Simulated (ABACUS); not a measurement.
Consider a self-consistent single point of AlGa3N4 (Pm, 8 atoms in the cell; from Materials Project mp-1228943, changed as shown).

```yaml
crystal:
  lattice:
    - [5.04268, 0.00000, 0.00000]
    - [0.00000, 3.16708, 0.00000]
    - [-0.00371, 0.00000, 5.48365]
  atoms:
    - { symbol: Al, position: [0.00050, 0.50000, 0.66730] }
    - { symbol: Ga, position: [0.49910, 0.50000, 0.33520] }
    - { symbol: Ga, position: [0.49910, 0.00000, 0.83130] }
    - { symbol: Ga, position: [0.99990, 0.00000, 0.16620] }
    - { symbol: N, position: [0.11920, 0.50000, 0.34130] }
    - { symbol: N, position: [0.11680, 0.00000, 0.82530] }
    - { symbol: N, position: [0.62020, 0.00000, 0.16610] }
    - { symbol: N, position: [0.63260, 0.50000, 0.66730] }
```

All values come from this method and carry its errors: PBEsol, PseudoDojo 0.4 standard norm-conserving PBEsol (tails mended) pseudopotentials (plane waves; ABACUS 3.10.1).

ABACUS settings:

- KPT: Gamma 3 7 3 0 0 0
- basis_type: pw
- dft_functional: PBESOL
- ecutwfc: 84 Ry
- smearing_method: fixed
- potentials: PseudoDojo 0.4 standard norm-conserving PBEsol (tails mended)
- symmetry: 1
- symmetry_prec: 1e-05
- ks_solver: dav
- scf_nmax: 100
- scf_thr: 1.0e-09 Ry
- mixing_type: broyden
- mixing_beta: 0.7

Results:

| Quantity | Value |
|---|---|
| Number of valence electrons | 62 |
| Number of bands | 41 |
| Number of k-points after the program's reduction | 20 |
| Number of plane waves (most at a k-point) | 7697 |
| Number of SCF iterations | 10 |
| FFT grid | 60 × 36 × 64 |
| Free energy E − TS | -7427.4417 eV |
| Pressure | 3.79 GPa |
| Largest force (vector length) | 0.447 eV/Å |

Forces (eV/Å):
| atom | Fx | Fy | Fz |
|---|---|---|---|
| Al1 | 0.311 | 0.000 | 0.025 |
| Ga2 | 0.253 | 0.000 | 0.008 |
| Ga3 | 0.225 | 0.000 | -0.010 |
| Ga4 | 0.243 | 0.000 | -0.006 |
| N5 | -0.200 | 0.000 | -0.132 |
| N6 | -0.132 | 0.000 | 0.111 |
| N7 | -0.252 | 0.000 | -0.004 |
| N8 | -0.447 | 0.000 | 0.008 |

Stress (GPa, positive for compression):
```
 9.46   0.00  -0.03
 0.00   0.96   0.00
-0.03   0.00   0.95
```

For comparison: a first run was changed to give this one (lattice vector a scaled by 0.98), and from it to this one the free energy goes up by 6.3 meV/atom, the pressure goes from -0.32 to 3.79 GPa and the largest force goes from 0.152 to 0.447 eV/Å.

The structure comes from a collection of computed structures, made at another level of theory; the collection holds predicted forms beside known ones.

Cost on one core: around 3 core-minutes (rough).

“Tails mended”: in these copies of the files the far tail of each local potential was reset to the Coulomb form.
